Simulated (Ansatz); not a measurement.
YSn3: do energies and stresses tell the same story?

These are results of DFT PBEsol, scalar-relativistic, plane waves, PAW in Ansatz, not measurements.

Plane waves to 420 eV, a k mesh through Γ of 10×10×10 on the computed 4-atom cell and Gaussian smearing (0.10 eV); no spin polarisation.

Relaxed cell: Pm-3m, a = 4.647 Å, b = 4.647 Å, c = 4.647 Å, α = 90.00°, β = 90.00°, γ = 90.00°, 4 atoms in the primitive cell. Whether it is the stable form of this composition wasn't checked.

Energies at zero smearing and pressures from the stress tensor, at volumes with shape and atoms relaxed:
| V (Å³/atom) | E − E(first) (meV/atom) | P (GPa) |
| --- | --- | --- |
| 23.584 | 0.00 | 4.56 |
| 24.337 | -15.40 | 2.08 |
| 25.090 | -20.13 | -0.01 |
| 25.842 | -15.83 | -1.79 |
| 26.595 | -3.82 | -3.31 |

Problem. Check P = −dE/dV between neighbouring volumes, and get the bulk modulus from the pressures alone.

Solution. With 1 eV/Å³ = 160.2 GPa:
| middle V (Å³/atom) | −ΔE/ΔV (GPa) | mean P (GPa) |
| --- | --- | --- |
| 23.961 | 3.279 | 3.321 |
| 24.713 | 1.005 | 1.037 |
| 25.466 | -0.915 | -0.899 |
| 26.219 | -2.556 | -2.548 |

The two differ by 0.04 GPa at most. The mean of two end pressures misses the average over a step by about ΔV² P″/12, up to 0.04 GPa here; with that taken off 0.01 GPa remains. Around V = 25.090 Å³/atom, the two neighbours give B = −V ΔP/ΔV = 25.090 × 3.87 / 1.505 = 64.5 GPa, against B0 = 64.1 GPa from the Birch–Murnaghan fit of the energies.